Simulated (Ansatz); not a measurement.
Data:

InAg₃:
```cif
data_Ag3In
_chemical_formula_sum 'In1 Ag3'
_space_group_name_H-M_alt 'Pm-3m'
_space_group_IT_number 221
_space_group_name_Hall '-P 4 2 3'
_cell_length_a 4.18603
_cell_length_b 4.18603
_cell_length_c 4.18603
_cell_angle_alpha 90.000
_cell_angle_beta 90.000
_cell_angle_gamma 90.000
loop_
_atom_site_label
_atom_site_type_symbol
_atom_site_symmetry_multiplicity
_atom_site_Wyckoff_symbol
_atom_site_fract_x
_atom_site_fract_y
_atom_site_fract_z
_atom_site_occupancy
In1 In 1 a 0.00000 0.00000 0.00000 1
Ag1 Ag 3 c 0.00000 0.50000 0.50000 1
```

This is the r²SCAN-relaxed structure.

All from DFT-r²SCAN in the program Ansatz with PAW potentials, unless another level is named. Predict the formation energy from the elements (no fitted shifts).

-0.045 eV/atom.

Give the density of states at the Fermi level.

0.29 states/eV per atom (mean over ±0.08 eV).

Predict the gap with spin–orbit coupling.

none (metallic).

The workflow started from an entry of the Crystallography Open Database (COD). Whether it is the stable phase at ambient conditions was not checked. The cell was relaxed with r²SCAN under the symmetry of its start; its stability against distortions is not shown here. No spin polarisation was allowed. The references are the lowest solids computed at this level, not always the standard phases. Spin–orbit coupling is left out wherever it is not named.

Potentials: the later of the program's two PAW sets.
